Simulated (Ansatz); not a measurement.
## How much do the gradients of Cs₃Ag₉Sb₄S₁₂ depend on the method?

Cell: a computed structure from the Materials Project (it need not be an observed phase).

Space group I-4 (No. 82); a = 11.2648, c = 12.0362 Å.

| site | Wyckoff | site symmetry | x | y | z |
| --- | --- | --- | --- | --- | --- |
| Cs1 | 2a | -4.. | 0.0000 | 0.0000 | 0.0000 |
| Cs2 | 4e | 2.. | 0.0000 | 0.0000 | 0.3262 |
| Ag4 | 2d | -4.. | 0.5000 | 0.0000 | 0.2500 |
| Ag5 | 8g | 1 | 0.3215 | 0.1672 | 0.1649 |
| Ag7 | 8g | 1 | 0.8395 | 0.3291 | 0.1699 |
| Sb | 8g | 1 | 0.6126 | 0.1309 | 0.9946 |
| S17 | 8g | 1 | 0.3019 | 0.6677 | 0.0021 |
| S21 | 8g | 1 | 0.0557 | 0.2646 | 0.1604 |
| S23 | 8g | 1 | 0.7245 | 0.0551 | 0.1597 |

One atom of each set is listed; the run and its k-mesh use a cell of 28 atoms with edges of 9.98, 9.98, 9.98 Å.

First run. All values are calculated (Ansatz; DFT, PBE, plane waves and PAW, scalar-relativistic, 420 eV cutoff, Γ-centred 4×4×4 k-points, Fermi–Dirac smearing 0.02 eV), not measured.

```csv
site,V_zz (10²¹ V/m²),η
Cs1,7.98,0.00
Cs2,3.03,0.36
Ag4,8.12,0.00
Ag5,12.88,0.37
Ag7,14.57,0.05
Sb,-23.1,0.19
S17,11.43,0.57
S21,10.21,0.91
S23,8.26,0.33
```

Second run. The same atoms and settings, except that the functional is r2SCAN and the cutoff is 500 eV.

**Question.** Given the first result, estimate the second.

**Answer.** 

| site | V_zz | η | change of V_zz |
| --- | --- | --- | --- |
| Cs1 | 7.69 | 0.00 | -0.29 |
| Cs2 | 2.74 | 0.47 | -0.29 |
| Ag4 | 8.87 | 0.00 | +0.75 |
| Ag5 | 14.36 | 0.37 | +1.48 |
| Ag7 | 16.13 | 0.05 | +1.56 |
| Sb | -25.0 | 0.18 | -1.88 |
| S17 | 12.04 | 0.52 | +0.61 |
| S21 | 10.82 | 0.78 | +0.61 |
| S23 | 9.00 | 0.27 | +0.74 |

The largest change of V_zz is on Sb, from -23.1 to -25.0. In per cent, |V_zz| changes by -10 to -4 on Cs, +9 to +11 on Ag, +8 on Sb, +5 to +9 on S (all sites that start above 0.5).

Without spin–orbit coupling (the program notes it for Ag, Cs and Sb) the gradients are little affected as a rule: paired runs on crystals with a gap mostly move them by under 2 % at such atoms. With these PAW files V_zz is typically within 2 to 3 % of all-electron values, but misses above 10 % occur on Sb.
For the second run: The largest force is 0.5 eV/Å, so the atoms aren't at the calculated equilibrium and relaxing them would move these values.
